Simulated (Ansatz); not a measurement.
The relaxation started from an entry of Materials Project.

A relaxed cell of Sr2H5Rh (I4mm (No. 107)), relaxed on a k-mesh at least as fine as the one used below. Method: r2SCAN (plane waves to 500 eV, PAW, scalar-relativistic; Ansatz, an electronic-structure program). Γ-centred k-mesh 5×5×6 on the run's cell (coarser than for final values), Fermi–Dirac smearing 0.05 eV.

```
Sr2H5Rh
1.0
   -2.66570     2.66570     3.87362
    2.66570    -2.66570     3.87362
    2.66570     2.66570    -3.87362
Sr H Rh
2 5 1
Direct
  0.74939   0.24939   0.50000
  0.24939   0.74939   0.50000
  0.77259   0.21583   0.00000
  0.21583   0.21583   0.44323
  0.21583   0.77259   0.00000
  0.77259   0.77259   0.55677
  0.23984   0.23984   0.00000
  0.00755   0.00755   0.00000
```

The atoms are displaced by (Å):

```tsv
atom	ux	uy	uz
Sr1	0.089	0.085	-0.087
Sr2	0.053	0.152	0.057
H3	0.052	-0.021	-0.093
H4	0.051	0.045	-0.012
H5	-0.017	-0.090	-0.006
H6	-0.035	-0.055	0.076
H7	-0.052	-0.024	0.146
Rh8	0.048	0.144	0.014
```

Problem. What forces (eV/Å) and pressure result?

Solution. 
```json
[
 {"atom": "Sr1", "Fx": "-0.18", "Fy": "0.00", "Fz": "0.46"},
 {"atom": "Sr2", "Fx": "-0.10", "Fy": "-0.37", "Fz": "-0.27"},
 {"atom": "H3", "Fx": "-0.24", "Fy": "0.90", "Fz": "0.33"},
 {"atom": "H4", "Fx": "0.14", "Fy": "0.44", "Fz": "-0.03"},
 {"atom": "H5", "Fx": "-0.51", "Fy": "1.09", "Fz": "-0.02"},
 {"atom": "H6", "Fx": "0.68", "Fy": "1.00", "Fz": "-0.06"},
 {"atom": "H7", "Fx": "0.26", "Fy": "0.24", "Fz": "-0.56"},
 {"atom": "Rh8", "Fx": "-0.03", "Fy": "-3.30", "Fz": "0.16"}
]
```

Pressure -0.7 GPa.

Problem. Estimate the energy cost of the displacement in the harmonic approximation and compare with the calculation.

Solution. For a harmonic well ΔE = −½ Σ F·u = 0.458 eV a cell, or 57 meV/atom. The calculated energy relative to the undisplaced cell is +0.06 eV/atom, so the harmonic estimate holds well.

No spin polarisation in the result.

The run that gave the undisplaced cell could not lose the symmetry of its start; a randomly shaken copy of 8 atoms returns to this structure.
